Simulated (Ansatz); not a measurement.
Ge2Pt:
```
CELL_PARAMETERS angstrom
     -1.81771     1.81771     3.99240
      1.81771    -1.81771     3.99240
      1.81771     1.81771    -3.99240
ATOMIC_POSITIONS crystal
  Pt 0.00000 0.00000 0.00000
  Ge 0.33877 0.33877 0.00000
  Ge 0.66123 0.66123 0.00000
```

Relaxed with PBE. Special points in fractions of this cell's reciprocal vectors: Γ (0.000, 0.000, 0.000); X (0.000, 0.000, 0.500); P (0.250, 0.250, 0.250); N (0.000, 0.500, 0.000); M (0.500, 0.500, -0.500); S (0.302, 0.698, -0.302); S0 (-0.302, 0.302, 0.302); R (-0.104, 0.104, 0.500); G (0.500, 0.500, -0.104).

List the band energies nearest the Fermi level at these points for PBE in the plane-wave PAW code Ansatz.

In eV from the Fermi level; about four levels below and three above (degenerate sets whole), none deeper than 8.9 eV; points with the same levels are listed once.

| k | below | above |
|---|---|---|
| Γ | -3.99 -3.99 -3.79 -2.76 | 0.79 0.85 2.04 2.04 |
| X | -1.97 -1.67 -1.60 -0.38 | 0.58 2.84 3.86 |
| P | -2.84 -2.84 -2.33 -1.97 -0.38 | 0.31 2.42 2.42 |
| N | -3.83 -3.04 -1.98 -0.66 | 2.38 3.13 3.47 |
| M | -2.73 -1.47 -1.47 -0.07 | 5.46 5.90 6.15 |
| S | -3.89 -3.10 -3.02 -2.15 | 1.68 1.78 2.67 |
| R | -3.69 -3.25 -1.97 -1.53 | 0.30 1.84 3.64 |

Space group I4/mmm (MoSi2 or CaC2 type). The cell is a constructed one: a structure type filled with these elements; neither database checked (COD, Materials Project) lists it. COD files the formula under space group No. 58, so this cell is another polymorph or a model. Whether it is the stable phase at ambient conditions was not checked. The PBE relaxation kept the symmetry of its start; whether a distortion lowers the energy is not shown. No spin polarisation was allowed. Spin–orbit coupling is left out wherever it is not named.

Potentials: the later of the program's two PAW sets.
